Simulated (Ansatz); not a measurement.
BaZrO$_{3}$ (cubic perovskite)

```yaml
crystal:
  lattice:
    - [4.22721, 0.00000, 0.00000]
    - [0.00000, 4.22721, 0.00000]
    - [0.00000, 0.00000, 4.22721]
  atoms:
    - { symbol: Ba, position: [0.00000, 0.00000, 0.00000] }
    - { symbol: Zr, position: [0.50000, 0.50000, 0.50000] }
    - { symbol: O, position: [0.00000, 0.50000, 0.50000] }
    - { symbol: O, position: [0.50000, 0.50000, 0.00000] }
    - { symbol: O, position: [0.50000, 0.00000, 0.50000] }
```

The slice is a {100} plane (indices of the conventional cell) through the point (0.000, 0.000, 0.000) (fractional), spanned by u = [100] and v = [010] in vectors of this cell: u (4.23 Å) and v (4.23 Å, at 90° to u). It covers one period; positions are fractions (u, v).

Method: PBE (plane waves to 420 eV, PAW, scalar-relativistic; Ansatz, a quantum-chemistry and plane-wave program). k mesh 8×8×8. Inside the PAW spheres the values are not all-electron values, and peaks at nuclei hang on which shells count as valence. BaZrO3 is run without spin polarisation. BaZrO3 was relaxed with its symmetry unable to fall.

Sketch the valence electron density on this plane as a map.


| v \ u | 0.00 | 0.12 | 0.25 | 0.38 | 0.50 | 0.62 | 0.75 | 0.88 |
|---|---|---|---|---|---|---|---|---|
| 0.94 | -0.3 | 0.1 | -0.3 | -1.2 | -1.5 | -1.2 | -0.3 | 0.1 |
| 0.84 | 0.2 | 0.1 | -0.5 | -1.1 | -1.2 | -1.1 | -0.5 | 0.1 |
| 0.75 | -0.2 | -0.4 | -0.8 | -0.8 | -0.6 | -0.8 | -0.8 | -0.4 |
| 0.66 | -0.9 | -1.0 | -0.9 | -0.2 | 0.1 | -0.2 | -0.9 | -1.0 |
| 0.56 | -1.5 | -1.3 | -0.7 | 0.3 | 0.8 | 0.3 | -0.7 | -1.3 |
| 0.47 | -1.6 | -1.3 | -0.6 | 0.4 | 0.9 | 0.4 | -0.6 | -1.3 |
| 0.38 | -1.2 | -1.2 | -0.8 | 0.0 | 0.4 | 0.0 | -0.8 | -1.2 |
| 0.28 | -0.4 | -0.6 | -0.9 | -0.6 | -0.4 | -0.6 | -0.9 | -0.6 |
| 0.19 | 0.1 | 0.0 | -0.6 | -1.1 | -1.0 | -1.1 | -0.6 | 0.0 |
| 0.09 | 0.0 | 0.1 | -0.3 | -1.2 | -1.5 | -1.2 | -0.3 | 0.1 |
| 0.00 | -0.7 | 0.1 | -0.2 | -1.2 | -1.6 | -1.2 | -0.2 | 0.1 |

Values: log₁₀ of the valence density in e/Å³. The scale is logarithmic, as a density can span decades between atoms and voids.
